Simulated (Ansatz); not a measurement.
Al3GaN4:
```
Al3GaN4
1.0
    4.40699     0.00000     0.00000
    0.00000     4.40699     0.00000
    0.00000     0.00000     4.40699
Al Ga N
3 1 4
Direct
  0.50000   0.50000   0.00000
  0.00000   0.50000   0.50000
  0.50000   0.00000   0.50000
  0.00000   0.00000   0.00000
  0.74471   0.74471   0.25529
  0.74471   0.25529   0.74471
  0.25529   0.25529   0.25529
  0.25529   0.74471   0.74471
```

x, y and z are the axes in which the lattice vectors are written.

Problem. Give the proper piezoelectric stress tensor with relaxed ions from plane-wave PAW PBEsol (Ansatz code).

Solution. In C/m², rows x, y, z, Voigt columns; mesh uncertainty up to 0.01.
```
0.00  0.00  0.00  0.52  0.00  0.00
0.00  0.00  0.00  0.00  0.52  0.00
0.00  0.00  0.00  0.00  0.00  0.52
```

The elastic tensor of the same run (GPa):

|  | 1 | 2 | 3 | 4 | 5 | 6 |
|---|---|---|---|---|---|---|
| 1 | 282 | 155 | 155 | 0.0 | 0.0 | 0.0 |
| 2 | 155 | 282 | 155 | 0.0 | 0.0 | 0.0 |
| 3 | 155 | 155 | 282 | 0.0 | 0.0 | 0.0 |
| 4 | 0.0 | 0.0 | 0.0 | 170 | 0.0 | 0.0 |
| 5 | 0.0 | 0.0 | 0.0 | 0.0 | 170 | 0.0 |
| 6 | 0.0 | 0.0 | 0.0 | 0.0 | 0.0 | 170 |

Problem. Convert to strain constants d = e·S.

Solution. In pC/N:
```
0.0  0.0  0.0  3.1  0.0  0.0
0.0  0.0  0.0  0.0  3.1  0.0
0.0  0.0  0.0  0.0  0.0  3.1
```

Space group P-43m. The first step of the workflow began from a Materials Project structure, measured or hypothetical; the Crystallography Open Database copy checked does not list it. With Al and Ga taken as one species the cell has the higher symmetry F-43m, so it may be an ordered model of a mixed-site phase. Whether it is the stable phase at ambient conditions was not checked. Symmetry was held in the PBEsol relaxation; of distortions, only those at the zone centre were tested.

Potentials: the later of the program's two PAW sets.
